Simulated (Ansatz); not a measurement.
# Fitting the PBEsol energy curve of GaGe

```
CELL_PARAMETERS angstrom
0.00000 2.89784 2.89784
2.89784 0.00000 2.89784
2.89784 2.89784 0.00000
ATOMIC_POSITIONS crystal
Ge 0.00000 0.00000 0.00000
Ga 0.25000 0.25000 0.25000
```

The cell comes from a database or a generator and needn't be the stable form of this composition.

The cell was scaled at fixed shape and fractions and run with Ansatz, Ansatz PAW, cutoff 420 eV; PBEsol, k mesh 8 × 8 × 8 on the cell of 2 atoms, fermi-dirac occupations of 0.05 eV, no spin polarisation, no spin-orbit coupling. The potentials were made for PBE. Energies are those that the program minimises, any entropy of the smearing included. For a metal such a mesh isn't converged to the digits shown.

| V (Å³/atom) | energy over the lowest row (meV/atom) |
| --- | --- |
| 22.8746 | 0.68 |
| 23.3613 | 0.00 |
| 23.8480 | 2.77 |
| 24.3346 | 8.62 |
| 24.8213 | 17.19 |
| 25.3080 | ? |
| 25.7947 | 41.30 |

Question: Fit the third-order Birch-Murnaghan form, give V0, B0 and B′, and predict the energy left open.

Answer: With y = (V0/V)^(2/3), E = E0 + (9 V0 B0/16) [(y - 1)³ B′ + (y - 1)² (6 - 4y)]. Least squares through the rows shown give V0 = 23.2072 Å³/atom, E0 = -0.18 meV, B0 = 56.37 GPa (1 eV/Å³ = 160.218 GPa) and B′ = 4.72, with a largest miss of 0.01 meV. At V = 25.3080 the form with these constants gives 28.18 meV; the run gave 28.17 meV an atom. Other set-ups at this level, from all their volumes (Å³/atom, GPa): Ansatz, all-electron LAPW, scalar-relativistic: V0 23.210, B0 56.36.
